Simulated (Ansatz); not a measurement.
## Ba₂ZnP₂: field gradients at two levels of theory

Cell: an entry of the Crystallography Open Database (COD) whose atoms were relaxed with PBE, the cell held.

```cif
data_Ba2ZnP2
_symmetry_space_group_name_H-M 'Ibam'
_symmetry_Int_Tables_number 72
_cell_length_a 6.7560
_cell_length_b 13.1080
_cell_length_c 6.3850
_cell_angle_alpha 90.000
_cell_angle_beta 90.000
_cell_angle_gamma 90.000
loop_
_atom_site_label
_atom_site_type_symbol
_atom_site_symmetry_multiplicity
_atom_site_Wyckoff_symbol
_atom_site_fract_x
_atom_site_fract_y
_atom_site_fract_z
Ba Ba 8 j 0.1926 0.3602 0.0000
Zn Zn 4 a 0.0000 0.0000 0.2500
P P 8 j 0.1999 0.1058 0.0000
```

One atom of each set is listed; the run and its k-mesh use a cell of 10 atoms with edges of 8.03, 8.03, 8.03 Å.

First run. Computed with Ansatz: DFT, PBE, plane waves and PAW, scalar-relativistic, 420 eV cutoff, Γ-centred 6×6×6 k-points, Fermi–Dirac smearing 0.02 eV.

```
site  V_zz (10²¹ V/m²)     η
  Ba             -5.68  0.66
  Zn             0.088  0.85
   P             -3.71  0.25
```

Second run. The same atoms and settings, except that the functional is r2SCAN and the cutoff is 500 eV.

Problem. Given the first result, estimate the second.

Solution. 

```
site   V_zz     η  change of V_zz
  Ba  -5.71  0.62           -0.03
  Zn  0.082  0.19           -0.01
   P  -3.61  0.21           +0.10
```

The largest change of V_zz is on P, from -3.71 to -3.61. In per cent, |V_zz| changes by +1 on Ba, -3 on P (all sites that start above 0.5).

Without spin–orbit coupling (the program notes it for Ba) the gradients can shift somewhat, as the gap is small.
For the first run: With a gap of 0.7 eV on this mesh, small gradients can still move by 0.1 × 10²¹ V/m² or more as the k-mesh gets denser.
For the second run: With these PAW files V_zz is typically within 2 to 3 % of all-electron values, but misses above 10 % occur on Zn. With a gap of 0.9 eV on this mesh, small gradients can still move by 0.1 × 10²¹ V/m² or more as the k-mesh gets denser.
